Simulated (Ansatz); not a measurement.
Raman lines of transverse zone-centre modes from plane-wave PAW r²SCAN (Ansatz code):

ω (cm⁻¹): 217 (m), 286 (s), 328 (w), 428 (s), 566 (vs), 681 (s)

Task: Pick the material that matches.
A. CaO, rock salt
B. SiO2, P4_12_12 (Si on 4a, O on 8b)
C. Ga2O3, corundum
D. ZnO, wurtzite

Result: C, Ga2O3, corundum

Space group R-3c (corundum). Symmetry was held in the r²SCAN relaxation; of distortions, only those at the zone centre were tested.

Potentials: the earlier of the program's two PAW sets.
